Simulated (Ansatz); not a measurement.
Ag₃Pt:
```
CELL_PARAMETERS angstrom
      4.00879     0.00000     0.00000
      0.00000     4.00879     0.00000
      0.00000     0.00000     4.00879
ATOMIC_POSITIONS crystal
  Ag 0.00000 0.50000 0.50000
  Ag 0.50000 0.00000 0.50000
  Ag 0.50000 0.50000 0.00000
  Pt 0.00000 0.00000 0.00000
```

Relaxed with PBEsol. Special points in fractions of this cell's reciprocal vectors: Γ (0.000, 0.000, 0.000); X (0.000, 0.500, 0.000); M (0.500, 0.500, 0.000); R (0.500, 0.500, 0.500).

**Question.** List the band energies nearest the Fermi level at these points for plane-wave PAW PBEsol with spin–orbit coupling (Ansatz code).

**Answer.** In eV from the Fermi level; about four levels below and three above (degenerate sets whole), none deeper than 8.9 eV; points with the same levels are listed once.

| k | below | above |
|---|---|---|
| Γ | -0.26 -0.26 -0.26 -0.26 | 0.12 0.12 1.68 1.68 |
| X | -1.23 -1.23 -0.26 -0.26 | 6.29 6.29 7.18 7.18 |
| M | -1.25 -1.25 -0.05 -0.05 | 0.09 0.09 0.65 0.65 |
| R | -0.43 -0.43 -0.27 -0.27 | 0.11 0.11 0.11 0.11 |

Space group Pm-3m (Cu3Au type). The workflow started from an entry of the Crystallography Open Database (COD). Whether it is the stable phase at ambient conditions was not checked. The cell was relaxed with PBEsol under the symmetry of its start; its stability against distortions is not shown here. The run is not spin-polarised.

Potentials: the later of the program's two PAW sets.
